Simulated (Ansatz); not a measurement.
Ba:
```xyz
1
Lattice="0.0000 3.2260 3.2260 3.2260 0.0000 3.2260 3.2260 3.2260 0.0000" Properties=species:S:1:pos:R:3 pbc="T T T"
Ba     0.0000     0.0000     0.0000
```

Relaxed with r²SCAN.

### Question
List the phonon frequencies at the special points (DFPT on a 4×4×4 q-mesh, Fourier-interpolated; r²SCAN (plane waves, PAW; program Ansatz)).

### Answer
In cm⁻¹.

| q | frequencies |
|---|---|
| Γ | 0 0 0 |
| X | 52 52 80 |
| U | 45 56 70 |
| K | 45 56 70 |
| L | 28 28 70 |
| W | 42 64 64 |

Space group Fm-3m (fcc (Cu type)). A made-up cell: these elements were put on the sites of a structure type; the Crystallography Open Database copy checked does not list it. It is not the phase usual at ambient conditions (space group No. 229). The r²SCAN relaxation kept the symmetry of its start. At this level the phase is mechanically unstable. As this level gives no gap, phonon frequencies hold no LO–TO term and depend on the k-mesh and smearing (Fermi–Dirac, 0.1 eV here). Spin–orbit coupling is left out wherever it is not named.

Potentials: the later of the program's two PAW sets.
